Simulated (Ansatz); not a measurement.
WC:
```xyz
2
Lattice="0.0000 2.1827 2.1827 2.1827 0.0000 2.1827 2.1827 2.1827 0.0000" Properties=species:S:1:pos:R:3 pbc="T T T"
W      0.0000     0.0000     0.0000
C      2.1827     2.1827     2.1827
```

Relaxed with r²SCAN.

Q: Give the Bader charges and basin volumes of the independent atoms, the program Ansatz at the r²SCAN level (PAW).

A: 

```csv
atom,Bader charge (e),Bader volume (Å³)
W1,+1.73,10.9
C2,-1.73,9.8
```

Space group Fm-3m (rock salt). The first step of the workflow began from a Materials Project structure, measured or hypothetical; the Crystallography Open Database copy checked does not list it. It is not the phase usual at ambient conditions (space group No. 187). The cell was relaxed with r²SCAN under the symmetry of its start; its stability against distortions is not shown here. No spin polarisation was allowed. Its formation energy is positive at this level, so the cell may be metastable or incomplete. Scalar-relativistic: spin–orbit coupling is off unless named, which matters more the heavier the elements.

Potentials: the earlier of the program's two PAW sets.
